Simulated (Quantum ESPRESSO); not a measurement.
## Si2BPC4 (convergence and cost over cutoff and k mesh)

Simulated, not a measurement. The program is pw.x of Quantum ESPRESSO 7.5 (plane-wave density functional theory). The cell is made up: 8 atoms on a wurtzite lattice, with randomly drawn elements, strain and displacements, not relaxed. PseudoDojo standard norm-conserving files (v0.5 for PBE, v0.4.1 for LDA and PBEsol) set the functional; there is no spin polarisation, spin-orbit coupling or dispersion term, and the masses in the input are unused placeholders.

Input of the run in row 2:

```
&control calculation='scf', pseudo_dir='./dojo.nc.sr.pbe.v0_5.standard.upf', outdir='./o', disk_io='medium', tprnfor=.true., tstress=.true. /
&system ibrav=0, nat=8, ntyp=4, nbnd=22, ecutwfc=82.02448710, nosym=.true., tot_charge=0,
 occupations='smearing', smearing='fd', degauss=0.0018374661
/
&electrons conv_thr=7.350e-09, electron_maxstep=60, /
ATOMIC_SPECIES
B 1.0 B.upf
C 1.0 C.upf
P 1.0 P.upf
Si 1.0 Si.upf
CELL_PARAMETERS angstrom
3.0541 -0.028 0.0222
-0.0485 5.3711 0.051
0.0363 0.0481 5.0928
ATOMIC_POSITIONS angstrom
Si 0.0199 0.0191 -0.0795
Si 1.5521 2.649 0.0447
B 1.5316 0.9211 2.5534
P 0.0349 3.5193 2.5385
C 0.0025 0.0883 1.9216
C 1.472 2.6791 1.9608
C 1.5782 0.9878 4.4783
C -0.0267 3.6332 4.4956
K_POINTS automatic
6 4 4 1 1 1
```

The same cell was run at these settings. Meshes are shifted by half a step, and differences are from the last row, which is itself not exact.

```
cutoff (eV)     k mesh  k points solved  threshold (eV)  free energy less the last row's (eV)  pressure (GPa)  largest stress difference (GPa)  largest force difference (eV/Å)  iterations  wall time (s)  k-point pools              processor
        781  2 x 2 x 2                4           1e-04                                -0.870          -20.71                             9.33                            0.402           8             14              1  AMD EPYC, Zen 5 class
       1116  6 x 4 x 4               48           1e-07                                -0.003          -17.21                             0.16                            0.008          12            153              1  AMD EPYC, Zen 5 class
       1347  8 x 6 x 6              144           1e-07                                 0.000          -17.15                             0.00                            0.000          12            603              1  AMD EPYC, Zen 5 class
```

Each pool is one process. Wall times include start-up and a band step at six k points, which weighs most on the coarsest meshes. The runs were on shared virtual cores whose load varied, so times are rough.